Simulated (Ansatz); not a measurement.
A geometry of C away from equilibrium: step 26 of the relaxation of a generated cell, C placed in the AFLOW prototype A_oF8_70_a. Calculation: r2SCAN (plane waves to 500 eV, PAW, scalar-relativistic; Ansatz, a program for electronic structure). Γ-centred k-mesh 12×12×12 on the run's cell (coarser than for final values), Fermi–Dirac smearing 0.05 eV.

```
C
1.0
    0.00000     1.78550     1.78840
    1.71633     0.00000     1.78840
    1.71633     1.78550     0.00000
C
2
Direct
  0.25000   0.25000   0.25000
  0.00000   0.00000   0.00000
```

Question: Which atoms carry the largest force, and which way does it point?

Answer: No atom: all forces are below 0.005 eV/Å; only the cell is out of equilibrium.

Question: What is the pressure?

Answer: +13.7 GPa, compression positive.

Question: How much energy per atom can still be gained by relaxing?

Answer: 0.03 eV/atom; the path ends in Fd-3m (No. 227) (diamond type).

No spin polarisation in the result.

The run could not lose the symmetry of its start; a randomly shaken copy of 4 atoms returns to this structure.

All atoms sit on sites fixed by symmetry, so only the cell could relax.
